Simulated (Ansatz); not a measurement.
# Ni: converged, but where?

We look at Ni: an experimental structure (space group Fm-3m, primitive cell doubled), with 2 atoms per cell. The computed pressure is over 10 GPa in size, so the cell is far from the computed equilibrium volume. Source: COD entry 9012985, which need not be the ambient phase.

Level of theory: DFT, LDA, PAW, plane waves, scalar-relativistic (Ansatz).

```yaml
crystal:
  lattice:
    - [0.0, -1.7675, -1.7675]
    - [-3.535, -1.7675, -1.7675]
    - [0.0, 1.7675, -1.7675]
  atoms:
    - { symbol: Ni, position: [0.0, 0.0, 0.0], spin: 2.0 }
    - { symbol: Ni, position: [0.0, 0.5, 0.5], spin: -2.0 }
magnetization:
  spin_polarized: true
hamiltonian:
  xc: lda
  pseudopotentials: { kind: paw }
basis:
  ecutwfc: 420
kpoints:
  mp_grid: { grid: [12, 7, 10] }
scf:
  occupations: { method: fermi_dirac, width: 0.1 }
  lower_state_search: "off"
output:
  forces: true
  stress: true
```

It took 5.5 s on 2 threads of Arm Neoverse V2, on a shared host, peak memory 0.43 GiB.

The end of the output:

```
SCF converged after 13 iterations
Magnetization: 0.0000 μB (18.0000 up, 18.0000 down)
Absolute magnetization: 0.0000 μB (∫|ρ↑−ρ↓|, with the PAW one-centre terms)
Spin contamination: 0.0000 ħ² per cell (⟨S²⟩ above its minimum at these occupations)
Per-site moments (μB) at R_I (Å): [(3.4799e-7, 1.0310), (-3.4799e-7, 1.0310)]
Free energy (F): -11546.627461 eV
Harris-Foulkes:  -11546.627461 eV  (|F-HF|=6.18e-11)
Internal energy: -11546.450594 eV  (E = F + TS)
E sigma→0 (E₀):  -11546.539028 eV
Entropy (-TS):   -0.176867 eV (-88.434 meV/atom)
Fermi energy:    17.229111 eV
--- Forces (eV/Å), atoms counted from 1 ---
  atom   1  Ni     0.00000000    -0.00000000     0.00000000
  atom   2  Ni     0.00000000    -0.00000000     0.00000000
--- Stress (GPa, compression-positive) ---
      -19.602536      -0.029143      -0.029143
       -0.029143     -19.969282       0.025067
       -0.029143       0.025067     -19.969282
  P = ⅓ Tr σ = -19.8470 GPa (-198.470 kbar)
```

The mesh is too coarse to rank close states of a metal with certainty: differences of some tens of meV/atom may change, at times in sign. The mesh has less symmetry than the lattice, which lowers the symmetry of the run.

A small moment in a metal is sensitive to the mesh and the smearing.

Site moments are taken inside atomic spheres and don't add up to the total.

Task: Has the SCF ended in the lowest solution? If not, by how much is it too high?

Result: No, on this mesh. A state 26.1 meV/atom (0.052 eV per cell) lower exists in this cell: ferromagnetic, site moments Ni1 0.64, Ni2 0.64 μB, total 1.23 μB per cell, no gap on the k-mesh. It was reached from: parallel moments, default search for lower states [Ni1 2.00, Ni2 2.00 μB]; a moment on one site alone, plain SCF [Ni2 2.00 μB]. This multiple of the primitive cell fits some opposed orders; other multiples fit others. Orders that need a larger cell or non-collinear spins weren't tried.
